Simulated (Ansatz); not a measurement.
B₂Ru in space group Pmmn (No. 59; B on 4e, Ru on 2a) under volume change, PBEsol in the plane-wave PAW code Ansatz, shape and atoms relaxed at each volume.

```
V (Å³/atom)  E − E(relaxed) (meV/atom)  P (GPa)
-----------  -------------------------  -------
8.044                             78.8    34.42
8.309                             33.1    21.10
8.575                              7.8     9.73
8.840                              0.0    -0.01
9.105                              7.1    -8.33
9.370                             26.9   -15.43
9.635                             57.6   -21.49
```

What does a third-order Birch–Murnaghan fit give for V₀, B₀ and B′?

V₀ = 8.84 Å³/atom, B₀ = 299 GPa, B′ = 4.2.

The workflow started from a Materials Project entry (that database holds measured and hypothetical structures alike); the Crystallography Open Database files this formula in space group No. 59, but the cells were not matched. Whether it is the stable phase at ambient conditions was not checked. The PBEsol relaxation kept the symmetry of its start; whether a distortion lowers the energy is not shown. The run is not spin-polarised.

Potentials: the later of the program's two PAW sets.
